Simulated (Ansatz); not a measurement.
# Formation energy of PtAs (zincblende structure)

Computed with Ansatz (plane waves, PAW, 420 eV cutoff): PBE, scalar-relativistic, no spin polarisation, 12×12×12 k-mesh, Gaussian smearing of 0.05 eV; PAW files: Ansatz's generated set soft_2.

The cell came from substitution into a structure type; no database entry of this phase was matched, which doesn't show that none exists.

The structure is cubic, space group F-43m (No. 216). Conventional cell: a = 5.626 Å, b = 5.626 Å, c = 5.626 Å, α = 90.00°, β = 90.00°, γ = 90.00°. Pt (site symmetry -43m) is surrounded by 4 As at 2.44 Å. Around As (site symmetry -43m) lie 4 Pt at 2.44 Å. (Neighbours are counted to 15 % beyond the shortest distance.)

The elements were computed in their standard states with the same datasets, cutoff and functional. Absolute energies hang on the potentials; compare differences alone.

Energy of the relaxed cell (2 atoms, smearing extrapolated to zero): -17379.427 eV. Elements, in eV/atom: Pt -12523.011, As -4856.136.

Q: What is the formation energy?

A: [-17379.427 − (1 × -12523.011 + 1 × -4856.136)] / 2 = -0.14 eV/atom, or -14 kJ per mole of atoms.

The value is for 0 K, without zero-point energy. A negative value shows stability against the elements alone, not against other compounds or structures.

The calculation's cell holds 33 valence electrons, an odd number. Without magnetic order each band takes two, so one stays part-filled and the crystal must be a metal. (Only strong correlation, outside this picture, could make a Mott insulator of it.)

For elements this heavy, spin–orbit coupling would shift levels and gaps; it isn't included here. Spin polarisation wasn't tried.
